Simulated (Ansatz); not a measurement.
Relaxed CoSi2 (fluorite type, space group Fm-3m):

```xyz
3
Lattice="0.0000 2.6573 2.6573 2.6573 0.0000 2.6573 2.6573 2.6573 0.0000" Properties=species:S:1:pos:R:3 pbc="T T T"
Co     0.0000     0.0000     0.0000
Si     1.3287     1.3287     1.3287
Si     3.9860     3.9860     3.9860
```

In this cell atom 1 (Co, nearest neighbour Si at 2.301 Å; its periodic images, 3.8 Å or more away, move with it) is moved by s towards the nearest neighbour, unit vector (-0.577, 0.577, 0.577); all other atoms and the cell stay fixed.

The numbers are results of r2SCAN (plane waves to 500 eV, PAW, scalar-relativistic; Ansatz, a quantum-chemistry and plane-wave program), not measurements. k mesh 12×12×12 (Γ-centred), Fermi-Dirac smearing 0.05 eV. E stands for the smeared free energy. With partly filled bands, energies and forces of such displacements shift with the k mesh and the smearing. CoSi2 is run without spin polarisation. CoSi2 was relaxed with its symmetry unable to fall. The PAW data are Ansatz's earlier set. ΔE is measured from the undisplaced structure. The last digit holds for this mesh only.

```
s (Å)   ΔE (meV/cell)
------  -------------
-0.460       withheld
-0.368          985.8
-0.276          524.1
-0.184          224.0
-0.092           54.7
0.000             0.0
0.092            54.7
0.184           224.0
0.276           524.1
0.368           985.8
0.460        withheld
```

Problem. Fit an even polynomial form (powers 2, 4, 6) to the given rows and predict ΔE at s = 0.460.

Solution. Least squares on the 9 given rows: ΔE = (6417)·s² + (5711)·s⁴ + (4851)·s⁶, in meV/cell with s in Å; root-mean-square residual 0.01 meV/cell. At 0.460 the fit gives 1659.5 meV/cell; the calculation gives 1660.7 meV/cell, so the extrapolation is off by -1.2 (-0.1 %). The quadratic term alone would give 1357.8 meV/cell.

(A displaced cell: forces are minus the slopes of the energy, force constants its curvatures, and phonons follow from these.)
